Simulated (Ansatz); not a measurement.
One crystal and one scan (scan of one atom of the cell) at two levels, r2SCAN (plane waves to 500 eV, PAW, scalar-relativistic; Ansatz, a first-principles code) and PBE (plane waves to 420 eV, PAW, scalar-relativistic; Ansatz), each from its own relaxed cell and on its own mesh. The cell shown is that of r2SCAN.

Relaxed InAs (zinc blende):

```yaml
crystal:
  lattice:
    - [0.00000, 6.10911, 6.10911]
    - [3.05455, 0.00000, 3.05455]
    - [3.05455, 3.05455, 0.00000]
  atoms:
    - { symbol: As, position: [0.37500, 0.75000, 0.75000] }
    - { symbol: As, position: [0.87500, 0.75000, 0.75000] }
    - { symbol: In, position: [0.00000, 0.00000, 0.00000] }
    - { symbol: In, position: [0.50000, 0.00000, 0.00000] }
```

In each cell atom 4 (In, nearest neighbour As at 2.645 Å; its periodic images, 4.3 Å or more away, move with it) moves by s·(0.577, 0.577, 0.577) (along Cartesian [111]), the rest being held.

Energies are smeared free energies. InAs was relaxed with its symmetry unable to fall. With partly filled bands, energies and forces of such displacements shift with the k mesh and the smearing. Percentages come from the unrounded values.

Results of r2SCAN:

| Quantity | Result |
|---|---|
| Lattice constant a (Å) | 6.109 |
| Force constant k = d²E/ds² at s = 0 (finite differences) (eV/Å²) | 7.38 |
| Shape of the curve | a single well with its minimum at or next to zero displacement |

Question: What does PBE give for the same quantities?

Answer: 
| quantity | PBE | r2SCAN − PBE |
|---|---|---|
| Lattice constant a (Å) | 6.186 | -0.077 (-1.2 %) |
| Force constant k = d²E/ds² at s = 0 (finite differences) (eV/Å²) | 6.60 | +0.78 (+12 %) |

r2SCAN gives the higher value for: force constant k = d²E/ds² at s = 0. r2SCAN gives the lower value for: lattice constant a. (PBE) At this level the bands of InAs touch or barely overlap; measurements give the solid a gap. Both give the same shape of the curve: a single well with its minimum at or next to zero displacement. Neither level is exact: the differences show how much the result hangs on the functional.

(A displaced cell: forces are minus the slopes of the energy, force constants its curvatures, and phonons follow from these.)
